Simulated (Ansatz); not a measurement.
CdSiP2:
```
CdSiP2
1.0
   -2.86197     2.86197     5.29091
    2.86197    -2.86197     5.29091
    2.86197     2.86197    -5.29091
Cd Si P
2 2 4
Cartesian
  0.00000   2.86197   2.64546
  0.00000   0.00000   0.00000
  2.86197   0.00000   2.64546
  0.00000   0.00000   5.29091
  1.43098   1.69179  -1.32273
  1.43098   1.17018   3.96819
  4.03215   1.43098   1.32273
 -1.17018   1.43098   6.61364
```

Relaxed with PBE.

Give the optical modes at the zone centre with their infrared and Raman activity from DFPT, the program Ansatz at the PBE level (PAW).

Transverse frequencies, without the LO–TO term; a row sums one degenerate level.

| ω (cm⁻¹) | degeneracy | IR ((D/Å)²/amu) | Raman (Å⁴/amu) | activity | symmetry |
|---|---|---|---|---|---|
| 66 | 2 | 0.05 | 2.0 | IR+Raman | E |
| 84 | 1 | 0.00 | 30 | Raman | B1 |
| 104 | 1 | 0.28 | 47 | IR+Raman | B2 |
| 146 | 2 | 3.08 | 52 | IR+Raman | E |
| 238 | 2 | 2.43 | 45 | IR+Raman | E |
| 270 | 2 | 4.00 | 56 | IR+Raman | E |
| 283 | 1 | 0.00 | 0 | silent | A2 |
| 285 | 1 | 7.86 | 41 | IR+Raman | B2 |
| 301 | 1 | 0.00 | 230 | Raman | B1 |
| 308 | 1 | 0.00 | 17 | Raman | A1 |
| 363 | 1 | 0.00 | 0 | silent | A2 |
| 425 | 1 | 0.00 | 7.4 | Raman | B1 |
| 428 | 2 | 5.97 | 15 | IR+Raman | E |
| 458 | 1 | 16.14 | 10 | IR+Raman | B2 |
| 458 | 2 | 34.72 | 120 | IR+Raman | E |

How high does the top mode go among those that the LO–TO term moves?

481 cm⁻¹ for q along x, 481 cm⁻¹ for q along y, 479 cm⁻¹ for q along z.

Space group I-42d (chalcopyrite). The cell was relaxed with PBE under the symmetry of its start.

Potentials: the later of the program's two PAW sets.
